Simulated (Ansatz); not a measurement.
# Os: from a starting cell to a relaxed one

The start is a relaxed Os cell displaced along its unstable phonon at q = (0, 0, ½) of its primitive reciprocal cell (85i cm⁻¹), largest move 0.15 Å. The structure is fully relaxed (lattice and positions, P = 0) with r2SCAN (plane waves to 500 eV, PAW, scalar-relativistic; Ansatz, an electronic-structure program). The first steps use a coarse 9×9×6 k-mesh.

Initial structure:
```
CELL_PARAMETERS angstrom
      4.29355     0.00000     0.00000
     -2.14677     3.71832     0.00000
      0.00000     0.00000     5.41263
ATOMIC_POSITIONS crystal
  Os 0.00000 0.00000 0.97229
  Os 0.00000 0.00000 0.52771
  Os 0.33333 0.66667 0.25000
  Os 0.33333 0.66667 0.75000
  Os 0.66667 0.33333 0.25000
  Os 0.66667 0.33333 0.75000
```

- Initial pressure: +4.3 GPa (positive: the cell is compressed)
- Largest initial force: 3.17 eV/Å, on Os1, Os2 (atoms numbered as listed)
- Energy released: 0.05 eV/atom
- Relative to the parent: The parent structure is recovered, P6/mmm (No. 191)
- Shortest distances (start → end): The closest pairs of elements (up to four, under 3.6 Å), start → end: Os–Os 2.41 → 2.48 Å
- Band gap at the end: zero (metallic)
- Optimiser moves: 12

The end point of the relaxation:

Space group P6/mmm (No. 191); a = 4.2927 Å, b = 4.2927 Å, c = 5.4188 Å, α = 90.00°, β = 90.00°, γ = 120.00°

```tsv
atom	site	symmetry	x	y	z
Os	2e	6mm	0.0000	0.0000	0.2568
Os	2c	-6m2	0.3333	0.6667	0.0000
Os	2d	-6m2	0.3333	0.6667	0.5000
```

Final values are on a 13×13×9 k-mesh of the relaxed cell. No spin polarisation in the result.

The run could not lose the symmetry of its start: the end is stationary, and may be a saddle point rather than a minimum.

The relaxed structure here is a generated cell of Os: the first start was made by placing the elements on the sites of a structure type, and the end was not matched to a known phase here, so it may be hypothetical. Known forms of Os include space group No. 194.
